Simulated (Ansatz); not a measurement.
CsI:
```xyz
2
Lattice="4.6366 0.0000 0.0000 0.0000 4.6366 0.0000 0.0000 0.0000 4.6366" Properties=species:S:1:pos:R:3 pbc="T T T"
Cs     0.0000     0.0000     0.0000
I      2.3183     2.3183     2.3183
```

Relaxed with HSE06.

Q: Give the Bader charges and basin volumes of the independent atoms, HSE06 (plane waves, PAW; program Ansatz).

A: 

```tsv
atom	Bader charge (e)	Bader volume (Å³)
Cs1	+0.82	41.5
I2	-0.82	58.2
```

Space group Pm-3m (CsCl type). The HSE06 relaxation kept the symmetry of its start. Scalar-relativistic: spin–orbit coupling is off unless named, which matters more the heavier the elements.

Potentials: the later of the program's two PAW sets.
